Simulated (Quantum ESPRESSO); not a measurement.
# Strain and stress in Si6PAl

Calculated results; nothing here was measured. They come from pw.x of Quantum ESPRESSO 7.5, a plane-wave density functional program, with PseudoDojo standard norm-conserving files (v0.5 for PBE, v0.4.1 for LDA and PBEsol). The cells are made up: elements, strain and atom displacements were drawn at random, and nothing was relaxed. There is no spin polarisation, spin-orbit coupling or dispersion term.

The cell has 8 sites of a zincblende or diamond lattice. Sites 1 to 4 hold Si Si Si P; sites 5 to 8 hold Si Si Al Si. Cell vectors in Å: (5.418, -0.032, -0.014); (-0.032, 5.315, 0.070); (-0.014, 0.069, 5.319). Settings: PBE, cutoff 599 eV, 6 x 6 x 6 k mesh shifted by half a step, Fermi-Dirac smearing of 0.1 eV.

Each run adds a strain along z to one cell, with the atoms carried along; the vectors above are those of run 4. Stress is positive in tension and P is minus a third of its trace. E is the free energy for each atom above the lowest run shown.

| run | strain (%) | s_xx (GPa) | s_yy (GPa) | s_zz (GPa) | s_xy (GPa) | P (GPa) | E (meV/atom) |
| --- | --- | --- | --- | --- | --- | --- | --- |
| 1 | -2.29 | -9.96 | -11.61 | -13.70 | -0.39 | 11.76 | 53.19 |
| 2 | -2.03 | -9.68 | -11.33 | -13.29 | -0.39 | 11.43 | 49.04 |
| 3 | -1.39 | -9.03 | -10.64 | -12.26 | -0.40 | 10.64 | 39.37 |
| 4 | 1.02 | -6.79 | -8.31 | -8.39 | -0.41 | 7.83 | 9.93 |
| 6 | 1.43 | -6.45 | -7.95 | -7.74 | -0.41 | 7.38 | 6.02 |
| 7 | 2.14 | -5.88 | -7.34 | -6.61 | -0.42 | 6.61 | 0.00 |
| 5 | 1.22 | ? | ? | ? | ? | ? | ? |

A rerun of one of these cells at 838 eV and k mesh 8 x 8 x 8 moved values by no more than 0.002 eV in the cell's energy, 0.02 GPa in stress and 0.004 eV/Å in force.

## Worked fit

A parabola through the six runs shown gives s_zz = -10.03 + 1.60 e - 0.002 e² GPa, with e in per cent and a scatter of 0.01 GPa. The slope is a stiffness of 160 ± 1 GPa for each unit of this strain at e = 0. The atoms are clamped, and relaxing them would in general lower it. The error is the larger of the fit's own and the change that a cubic makes, rounded up.

## Withheld run

Question: what s_zz should run 5 give?

The fit gives -8.08 GPa. The calculation gave -8.07 GPa.

```
run  strain (%)  s_xx (GPa)  s_yy (GPa)  s_zz (GPa)  s_xy (GPa)  P (GPa)  E (meV/atom)
  5        1.22       -6.63       -8.13       -8.07       -0.41     7.61          8.00
```